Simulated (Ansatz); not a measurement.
Values for one crystal, relaxed and computed with DFT-r²SCAN in the program Ansatz with PAW potentials; other levels are named.

- Volume per atom: 15.00 Å³
- Band gap: 2.10 eV (indirect)
- Smallest direct gap on the standard path: 2.54 eV
- Electron effective mass: 0.53, 0.66, 0.99 mₑ (principal values)
- Conduction-band minimum: on the H–A line, 48 % of the way from H (6 equivalent valleys)
- Hole effective mass with spin–orbit coupling: 0.19, 0.19, 1.6 mₑ (principal values)
- Valence-band maximum: at A

**Question.** Which compound is it?
A. K3NaS2O8, P-3m1 (Pearson symbol hP14)
B. Ca2H3Br, P-3m1 (Ca on 2d, H on 2d, H on 1a, Br on 1b)
C. Rb3NaW2O8, P-3m1 (Pearson symbol hP14)
D. Cs2NaAlH6, Fm-3m (Cs on 8c, Na on 4b, Al on 4a, H on 24e)

**Answer.** B, Ca2H3Br, P-3m1 (Ca on 2d, H on 2d, H on 1a, Br on 1b)

The workflow started from a Materials Project entry (that database holds measured and hypothetical structures alike); the Crystallography Open Database copy checked does not list it. Whether it is the stable phase at ambient conditions was not checked. The r²SCAN relaxation kept the symmetry of its start; whether a distortion lowers the energy is not shown. Scalar-relativistic: spin–orbit coupling is off unless named, which matters more the heavier the elements.

Potentials: the later of the program's two PAW sets.
